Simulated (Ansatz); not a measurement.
Relaxed BaHI (space group P4/nmm):

```
CELL_PARAMETERS angstrom
      9.24241     0.00000     0.00000
      4.62120     4.62120     0.00000
      0.00000     0.00000     7.39323
ATOMIC_POSITIONS crystal
  Ba 0.25000 0.00000 0.82632
  Ba 0.75000 0.00000 0.82632
  Ba 0.75000 0.50000 0.17368
  Ba 0.25000 0.50000 0.17368
  H  0.00000 0.50000 0.00000
  H  0.50000 0.50000 0.00000
  H  0.00000 0.00000 0.00000
  H  0.50000 0.00000 0.00000
  I  0.75000 0.50000 0.66062
  I  0.25000 0.50000 0.66062
  I  0.25000 0.00000 0.33938
  I  0.75000 0.00000 0.33938
```

A phonon eigenvector at M = (0.5, 0.5, 0.0) is frozen into this cell: atom i moves by Q times the vector below, so Q is the largest atomic displacement, in Å. The cell is held. It is one choice among 2 degenerate patterns. (q is in reciprocal vectors of the primitive cell; the cell shown is doubled to hold the pattern.)

```csv
atom,x,y,z
H5,0.362,0.932,0.000
H6,-0.362,-0.932,0.000
H7,0.932,0.362,0.000
H8,-0.932,-0.362,0.000
```

Atoms not listed stay in place.

All values below come from LDA (plane waves to 420 eV, PAW, scalar-relativistic; Ansatz, a program for electronic structure). k mesh 7×7×5 (Γ-centred), Fermi-Dirac smearing 0.05 eV. The energy includes the smearing's −TS. BaHI was relaxed with its symmetry unable to fall. Spin-orbit coupling is left out, though I is heavy. The zero of ΔE is the undisplaced structure.

```csv
Q (Å),ΔE (meV/cell)
-0.1000,39.6
-0.0833,withheld
-0.0667,17.6
-0.0500,9.9
-0.0333,4.4
-0.0167,1.1
0.0000,0.0
0.0167,1.1
0.0333,4.4
0.0500,9.9
0.0667,17.6
0.0833,withheld
0.1000,39.6
```

### Question
Fit an even polynomial form (powers 2, 4) to the given rows and predict ΔE at Q = -0.0833.

### Answer
Least squares on the 11 given rows: ΔE = (3957)·Q² + (317.4)·Q⁴, in meV/cell with Q in Å; root-mean-square residual 0.01 meV/cell. At -0.0833 the fit gives 27.5 meV/cell; the calculation gives 27.4 meV/cell, so the interpolation is off by 0.1 (+0.4 %). The quadratic term alone would give 27.5 meV/cell.

(For displaced atoms, the force is minus the slope of the energy, and its curvature is a force constant, which sets phonon frequencies.)
